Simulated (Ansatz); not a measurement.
**Property card for ZnIn$_{2}$O$_{4}$**

ZnIn2O4:
```
ZnIn2O4
1.0
   -2.34983     2.34983     5.02538
    2.34983    -2.34983     5.02538
    2.34983     2.34983    -5.02538
In Zn O
2 1 4
Direct
  0.50000   0.50000   0.00000
  0.25000   0.75000   0.50000
  0.00000   0.00000   0.00000
  0.33319   0.85061   0.95886
  0.89175   0.37433   0.04114
  0.14939   0.10825   0.48258
  0.62567   0.66681   0.51742
```

Space group I-4 (No. 82); conventional cell a = 4.6997 Å, b = 4.6997 Å, c = 10.0508 Å, α = 90.00°, β = 90.00°, γ = 90.00°.

Method: the program Ansatz at the r²SCAN level (PAW). Geometry: relaxed at this level of theory. Other levels are named where they apply.

**Cell and energy**

```yaml
volume_per_atom: 15.86 Å³
density: 5.37 g/cm³
Formation energy from the elements (no fitted shifts): -1.49 eV/atom
```

**Electronic structure**

```yaml
band_gap: 1.28 eV (direct)
valence_band_maximum: at Γ
conduction_band_minimum: at Γ
electron_effective_mass: 0.23 mₑ (isotropic)
Electron effective mass with spin–orbit coupling: 0.23 mₑ (isotropic)
Hole effective mass, band 1 of 2 at the edge: 2.1 along x, 2.1 along z (mₑ)
Hole effective mass, band 2 of 2 at the edge: 0.32 along x, 2.1 along z (mₑ)
Hole effective mass with spin–orbit coupling: 0.58, 0.63, 2.1 mₑ (principal values)
HSE06 gap on the r²SCAN cell: 2.37 eV
Gap with spin–orbit coupling: 1.28 eV
```

**Mechanics**

```yaml
Bulk modulus (Birch–Murnaghan fit): 70.3 GPa
Pressure derivative B′: 1.3
```

**Charges**

```yaml
bader_charges: In +1.85 to +1.86, Zn +1.30, O -1.25 e
```

The cell is a constructed one: a structure type filled with these elements; neither database checked (COD, Materials Project) lists it. Its standing as an ambient phase is unchecked. The cell was relaxed with r²SCAN under the symmetry of its start; whether a distortion lowers the energy is not shown. The references are the lowest solids computed at this level, not always the standard phases (solids in place of the gases). Spin–orbit coupling is left out wherever it is not named.

Potentials: the earlier of the program's two PAW sets. The files were generated under PBE; for other functionals the program regenerates the frozen cores, and for LDA and PBEsol the local potential too.
